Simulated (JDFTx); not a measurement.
Cu(111) slab cut from bulk Cu (space group Fm-3m, indices of the conventional cell, lattice of the Materials Project entry mp-30, not re-optimised): 6 atoms in 6 planes, a 1x1 cell of 5.54 Å² (|a| = 2.530, |b| = 2.530 Å), 10.4 Å between the outermost planes, cell height 26.3 Å, 10×10×1 k mesh, Fermi smearing 0.01 Ha, no spin polarisation.

Final geometry:
```
6
Lattice="2.530 0.000 0.000 1.265 2.191 0.000 0.000 0.000 26.300" Properties=species:S:1:pos:R:3 pbc="T T F"
Cu     2.530     1.460     7.935
Cu     1.265     0.730    10.052
Cu     0.000     0.000    12.117
Cu     2.530     1.460    14.183
Cu     1.265     0.730    16.248
Cu     0.000     0.000    18.365
```

All numbers are PBE, GBRV ultrasoft potentials, plane waves to 20/100 Ha results from a modified build of JDFTx, not measurements. Liquid on both sides: CANDLE, water, 1 M NaCl; nuclei fixed, outer atoms relaxed in vacuum. Potentials are on the SHE scale by the convention U = −μ/e − 4.44 V; references calibrated for a solvation model differ from this value. This is a symmetric, unreconstructed model surface, and the continuum liquid cannot react with it. On the negative side CANDLE's cavity feels the periodic box, so those points shift with the cell height. Convergence in thickness and k mesh wasn't tested for this slab.

```
U (V vs SHE)  μ (eV)  excess electrons per cell  σ (μC/cm², per face)              run
------------  ------  -------------------------  --------------------  ---------------
-0.75          -3.69                      0.179                 -25.8  fixed potential
-0.55          -3.89                      0.145                 -21.0  fixed potential
-0.15          -4.29                      0.042                  -6.0  fixed potential
-0.07          -4.37                      0.028                  -4.0     fixed charge
0.14           -4.58                      0.000                   0.0          neutral
0.30           -4.74                 (withheld)            (withheld)  fixed potential
1.05           -5.49                 (withheld)            (withheld)  fixed potential
```

Task: Fill in the missing entries, row by row.

Result: 
- 0.30, excess electrons per cell: -0.015
- 0.30, σ (μC/cm², per face): 2.1
- 1.05, excess electrons per cell: -0.089
- 1.05, σ (μC/cm², per face): 12.9
